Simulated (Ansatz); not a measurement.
Zn (hcp, Mg type)

```
CELL_PARAMETERS angstrom
      2.62263     0.00000     0.00000
     -1.31132     2.27126     0.00000
      0.00000     0.00000     5.18869
ATOMIC_POSITIONS crystal
  Zn 0.33333 0.66667 0.75000
  Zn 0.66667 0.33333 0.25000
```

The slice is a (0001) plane (indices of the conventional cell) through the point (0.333, 0.667, 0.750) (fractional), spanned by u = [110] and v = [1 -1 0] in vectors of this cell: u (2.62 Å) and v (4.54 Å, at 90° to u). It covers one period; positions are fractions (u, v).

These are PBE (plane waves to 420 eV, PAW, scalar-relativistic; Ansatz, a quantum-chemistry and plane-wave program) values and carry that method's errors. k mesh 20×20×9. These are valence fields of a PAW run, semicore shells included where kept as valence: close to a nucleus they are smooth pseudo fields. Zn was relaxed with its symmetry unable to fall.

**Question.** What is the ELF at the midpoint of the shortest Zn–Zn line in this plane (2.62 Å)?

**Answer.** 0.34.

**Question.** What is the valence density on the shortest Zn–Zn line in this plane (2.62 Å), at its midpoint?

**Answer.** 0.26 e/Å³.

**Question.** Sketch the valence electron density on this plane as a map.

**Answer.** 
```
v \ u  0.00  0.11  0.22  0.33  0.44  0.56  0.67  0.78  0.89
-----  ----  ----  ----  ----  ----  ----  ----  ----  ----
0.88    0.4   0.2  -0.2  -0.5  -0.6  -0.6  -0.5  -0.2   0.2
0.75   -0.6  -0.6  -0.6  -0.6  -0.6  -0.6  -0.6  -0.6  -0.6
0.62   -0.7  -0.6  -0.3   0.0   0.3   0.3   0.0  -0.3  -0.6
0.50   -0.6  -0.5   0.0   0.8   1.6   1.6   0.8   0.0  -0.5
0.38   -0.6  -0.6  -0.3   0.0   0.3   0.3   0.0  -0.3  -0.6
0.25   -0.6  -0.6  -0.6  -0.6  -0.6  -0.6  -0.6  -0.6  -0.6
0.12    0.4   0.2  -0.2  -0.5  -0.6  -0.6  -0.5  -0.2   0.2
0.00    1.7   1.3   0.4  -0.3  -0.6  -0.6  -0.3   0.4   1.3
```

Values: log₁₀ of the valence density in e/Å³. The scale is logarithmic, as a density can span decades between atoms and voids.
